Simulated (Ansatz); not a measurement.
**Al$_{2}$O$_{3}$ (Pnnm), an elastic constant from a strain scan**

These are results of DFT r2SCAN, scalar-relativistic, plane waves, PAW in Ansatz, not measurements. Cutoff 500 eV, Γ-centred 6×4×8 k-points, Gaussian smearing of 0.05 eV. No spin polarisation. Energies are free energies at this smearing, counted from the undisturbed cell; pressure is positive in compression.

The undisturbed cell (relaxed at this level; this form isn't the usual structure):

```
Al O
1.0
     4.62895    0.00000    0.00000
     0.00000    9.60880    0.00000
     0.00000    0.00000    2.99543
Al O
4 6
Direct
  0.41496 0.33080 0.50000
  0.58504 0.66920 0.50000
  0.91496 0.16920 0.00000
  0.08504 0.83080 0.00000
  0.73265 0.22260 0.50000
  0.00000 0.00000 0.00000
  0.76735 0.72260 0.00000
  0.23265 0.27740 0.00000
  0.26735 0.77740 0.50000
  0.50000 0.50000 0.50000
```

The cell is strained by ε times the Voigt pattern (1, -1, 0, 0, 0, 0) (xx, yy, zz, yz, xz, xy; engineering shear) with fractional coordinates fixed. The cell holds 10 atoms in V0 = 133.23 Å³. The stress column is τ = (1/V0) dE/dε, got from the stress tensor σ (compression positive) at each point as −det(1 + εP) σ : P(1 + εP)⁻¹, with P the pattern as a tensor.

| ε | ΔE (meV/atom) | τ (GPa) |
| --- | --- | --- |
| -0.0400 | 29.130 | -16.989 |
| -0.0300 | 16.629 | -13.045 |
| -0.0200 | 7.490 | -8.899 |
| -0.0100 | 1.886 | -4.542 |
| 0.0000 | 0.000 | 0.042 |
| 0.0100 | 2.023 | 4.865 |
| 0.0200 | 8.159 | 9.941 |
| 0.0300 | 18.630 | 15.284 |
| 0.0350 | 25.557 | 18.061 |
| 0.0400 | ? | ? |

Which combination of elastic constants does this scan measure, and how large is it?

For small ε, τ = τ0 + Kε with K = pᵀCp, which for this pattern is C11 + C22 − 2 C12 in the Cartesian frame shown. The parabola through τ at ε = -0.0100, 0 and 0.0100 has slope K = 470 GPa at zero. The energies per cell, E = NΔE, of the same two points give K = 2[E(ε₊)/ε₊ − E(ε₋)/ε₋]/[(ε₊ − ε₋)V0] = 470 GPa, in agreement. These are clamped-ion values.

Predict the withheld row at ε = 0.0400 from the harmonic law, and compare.

ΔE = V0(τ0 ε + Kε²/2)/N = 31.428 meV/atom and τ = 18.85 GPa. The calculation gives 33.658 meV/atom and 20.91 GPa: the energy lies 7 % above the harmonic value.

Forces appear on the atoms along this scan, and letting them relax would lower the energy and soften the response.